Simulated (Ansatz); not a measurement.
An Ansatz (a first-principles code) input:

Ansatz 0.2 input:
```yaml
crystal:
  lattice:
    - [0.0, 2.06194766, 2.06194766]
    - [2.06194766, 0.0, 2.06194766]
    - [2.06194766, 2.06194766, 0.0]
  atoms:
    - { symbol: Au, position: [0.0, 0.0, 0.0] }
kpoints:
  mp_grid: { grid: [12, 12, 12] }
  band_path:
    path:
      - [[0.0, 0.0, 0.0], [0.5, 0.0, 0.5], [0.625, 0.25, 0.625]]  # Γ-X-U
      - [[0.375, 0.375, 0.75], [0.0, 0.0, 0.0], [0.5, 0.5, 0.5], [0.5, 0.25, 0.75], [0.5, 0.0, 0.5]]  # K-Γ-L-W-X
    npoints: 12
hamiltonian:
  xc: r2scan
  pseudopotentials: { azcp: { folder: ./paw }, kind: paw_fr }
magnetization: { noncollinear: true, spin_orbit: true }
scf:
  n_extra_bands: 13
  convergence: { dr2_threshold: 0.0000000001 }
  occupations: { method: gaussian, width: 0.05 }
output: { eigenvalues: true }
```

Task: How many symmetry operations and irreducible k-points will the run report?

Result: 48 operations, 72 of 1728 k-points.

Task: With a cutoff of 500 eV, how many plane waves at Γ?

Result: 459.

It took roughly 23 core-seconds on shared server cores.

Space group Fm-3m (fcc (Cu type)). The cell was relaxed with r²SCAN under the symmetry of its start.

Potentials: the earlier of the program's two PAW sets.

Ansatz is a plane-wave DFT program.
